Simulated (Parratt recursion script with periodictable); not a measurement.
## Neutron reflectivity, Kiessig fringes on SrTiO3: a table of runs and one to predict

Model: specular neutron reflectivity, Parratt recursion, Névot-Croce roughness, natural isotopes, no magnetic scattering. Program: Parratt recursion script with periodictable 1.7.1.

Neutron wavelength 5.5 Å. Q is scanned from 0.004 to 0.2 Å⁻¹ in 600 evenly spaced points, and the curve is smoothed with a Gaussian of 0.001 Å⁻¹ full width. A minimum is a scan point below both neighbours, placed by a parabola through ln R at the three points.

Each run is one film on SrTiO3 (density 5.086 g/cm³, ρ = 3.516 × 10⁻⁶ Å⁻², rms roughness 2.5 Å) under vacuum. The film surface has an rms roughness of 5.9 Å in all runs. ρ and ρ″ are the real and imaginary parts of the scattering length density. The table lists all minima between 0.03 and 0.17 Å⁻¹.

| run | film | thickness d (Å) | density (g/cm³) | ρ (10⁻⁶ Å⁻²) | ρ″ (10⁻⁶ Å⁻²) | minima at Q (Å⁻¹) |
|---|---|---|---|---|---|---|
| A | TiO2 | 150 | 3.601 | 2.237 | 4.599 × 10⁻⁴ | 0.0641, 0.1055, 0.1471 |
| B | TiO2 | 188 | 3.601 | 2.237 | 4.599 × 10⁻⁴ | 0.0515, 0.0844, 0.1176, 0.1508 |
| C | TiO2 | 150 | 2.965 | 1.842 | 3.787 × 10⁻⁴ | 0.0636, 0.1052, 0.1469 |
| D | TiO2 | 300 | 3.601 | 2.237 | 4.599 × 10⁻⁴ | ? |

Densities are inputs, not measurements. They were set from computed cells of the Materials Project: TiO2 from entry mp-2657 (P4₂/mnm, 4.236 g/cm³, taken at 70 and 85 %); SrTiO3 from entry mp-5229 (Pm-3m, 5.086 g/cm³). A layer's crystal structure does not enter its constants, only its composition and density.

Q: How many minima does run D have between 0.03 and 0.17 Å⁻¹, and where?

A: Inside a film the fringe order is m = (d/2π)(Q² − 16πρ)^½, with the film's own ρ. Where the film's ρ lies between zero and the substrate's, its two faces reflect with the same sign, and minima are expected at half-integer m.

- Run A, ρ between zero and the substrate's: the minima give m = 1.51, 2.51, 3.50.
- Run B, ρ between zero and the substrate's: the minima give m = 1.51, 2.51, 3.50, 4.50.
- Run C, ρ between zero and the substrate's: the minima give m = 1.50, 2.50, 3.50.

In run D the film's ρ lies between zero and the substrate's, so take half-integer m. The window runs from m = 1.34 to 8.10 and holds m = 1.5, 2.5, 3.5, 4.5, 5.5, 6.5, 7.5. Then Q² = 16πρ + (2πm/d)² gives Q = 0.0332, 0.0534, 0.0741, 0.0948, 0.1157, 0.1365, 0.1574 Å⁻¹.

The run has 7 minima, at 0.0333, 0.0536, 0.0742, 0.0949, 0.1157, 0.1366, 0.1575 Å⁻¹. The largest distance from one of them to an estimated minimum is 0.0002 Å⁻¹, against a mean spacing of 0.0207 Å⁻¹.
